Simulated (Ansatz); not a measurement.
K₃BAs₂ in space group C2/c (No. 15; K on 8f, K on 4e, B on 4e, As on 8f) under volume change, r²SCAN (plane waves, PAW; program Ansatz), shape and atoms relaxed at each volume.

```tsv
V (Å³/atom)	E − E(relaxed) (meV/atom)	P (GPa)
28.262	17.2	2.14
29.194	7.2	1.31
30.126	1.7	0.60
31.058	0.0	0.00
31.989	1.5	-0.50
32.921	5.6	-0.91
33.853	11.9	-1.25
```

Q: What does a third-order Birch–Murnaghan fit give for V₀, B₀ and B′?

A: V₀ = 31.06 Å³/atom, B₀ = 18.0 GPa, B′ = 4.9.

The first step of the workflow began from a Materials Project structure, measured or hypothetical; the Crystallography Open Database copy checked does not list it. Its standing as an ambient phase is unchecked. The cell was relaxed with r²SCAN under the symmetry of its start; whether a distortion lowers the energy is not shown.

Potentials: the later of the program's two PAW sets.
